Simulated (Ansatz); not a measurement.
ScCdAu5 with scf.max_iter changed

Computed with the plane-wave PAW code Ansatz (scalar-relativistic, PAW set soft_2): r2SCAN, no spin polarisation, 500 eV cutoff, k-mesh 8×8×6. These are the settings of the reference run.

Cell:

```
Au Cd Sc
1.0
     2.70866   -4.95571   -0.01849
     2.70866    4.95571   -0.01849
    -2.71578    0.00000    4.97512
Au Cd Sc
5 1 1
Cartesian
  2.7087 1.9814 -0.0185
  2.7087 -1.9833 -0.0185
  2.7027 -0.0006 1.9717
  -0.0011 -0.0006 2.9665
  1.3508 2.4747 2.4691
  1.3508 -2.4742 2.4691
  2.7087 -4.9531 -0.0185
```

The reference run of this cell is solved again as a single point with these keys changed:

| key | reference run | changed run |
| --- | --- | --- |
| scf.max_iter | not typed | 2 |

Question: How far do the results move?

Answer: It doesn't converge (2 iterations).
